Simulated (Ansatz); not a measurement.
Relaxed-ion elastic tensor of Cu (fcc (Cu type), Fm-3m) in GPa (Voigt order), the program Ansatz at the PBEsol level (PAW); density 9.33 g/cm³, 11.31 Å³ per atom.

```json
[
 {"": "1", "1": "210", "2": "147", "3": "147", "4": "0.0", "5": "0.0", "6": "0.0"},
 {"": "2", "1": "147", "2": "210", "3": "147", "4": "0.0", "5": "0.0", "6": "0.0"},
 {"": "3", "1": "147", "2": "147", "3": "210", "4": "0.0", "5": "0.0", "6": "0.0"},
 {"": "4", "1": "0.0", "2": "0.0", "3": "0.0", "4": "93.9", "5": "0.0", "6": "0.0"},
 {"": "5", "1": "0.0", "2": "0.0", "3": "0.0", "4": "0.0", "5": "93.9", "6": "0.0"},
 {"": "6", "1": "0.0", "2": "0.0", "3": "0.0", "4": "0.0", "5": "0.0", "6": "93.9"}
]
```

Question: Is the crystal mechanically stable?

Answer: Yes: the smallest eigenvalue of C is 62.2 GPa.

Question: Work out the Voigt, Reuss and Hill averages.

Answer: K_V = 168, K_R = 168, K_H = 168; G_V = 68.8, G_R = 51.9, G_H = 60.3 GPa.

Question: Give Young's modulus, Poisson's ratio, Pugh's ratio and the universal anisotropy index.

Answer: E = 9KG/(3K + G) = 162 GPa; ν = 0.34; K/G = 2.79 (ductile by the Pugh limit of 1.75); A_U = 5G_V/G_R + K_V/K_R − 6 = 1.62.

Question: Estimate the sound speeds and the Debye temperature.

Answer: v_l = √((K + 4G/3)/ρ) = 5160 m/s, v_t = √(G/ρ) = 2540 m/s, mean 2860 m/s; Θ = (h/k)(3n/4πV)^(1/3) v_m = 379 K.

Question: Give the Zener ratio and Young's modulus along [100], [110] and [111].

Answer: A = 2C44/(C11 − C12) = 3.02; 1/E = S11 − 2(S11 − S12 − S44/2)Γ with Γ = 0, 1/4, 1/3 gives 87.9, 167, 237 GPa.

The PBEsol relaxation kept the symmetry of its start. No spin polarisation was allowed. As this level gives no gap, shear constants depend on the k-mesh and smearing (Fermi–Dirac, 0.1 eV here).

Potentials: the later of the program's two PAW sets.
